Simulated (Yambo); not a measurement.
```
ScHg
1.0
    3.50559     0.00000     0.00000
    0.00000     3.50559     0.00000
    0.00000     0.00000     3.50559
Sc Hg
1 1
Cartesian
  1.75280   1.75280   1.75280
  0.00000   0.00000   0.00000
```

The geometry is that of Materials Project entry mp-11471, symmetrised and not relaxed again.

Question: Where are the main features of Im ε from RPA with local fields on PBEsol bands (Yambo; 14×14×14 mesh, 66 bands, 4 Ry local-field block, 0.25 eV broadening; field along x)?

Answer: Peaks at 1.6 eV (15), 7.1 eV (3.3), 8.1 eV (3.3), heights in brackets. Towards the low-energy cut the curve rises above these peaks. Only interband transitions are included: the Drude term is missing, so nothing below about 0.6 eV and no real part is shown. Structure narrower than a few tenths of an eV can come from the finite k mesh. Spin-orbit coupling is left out; for elements this heavy it splits bands near the Fermi level.
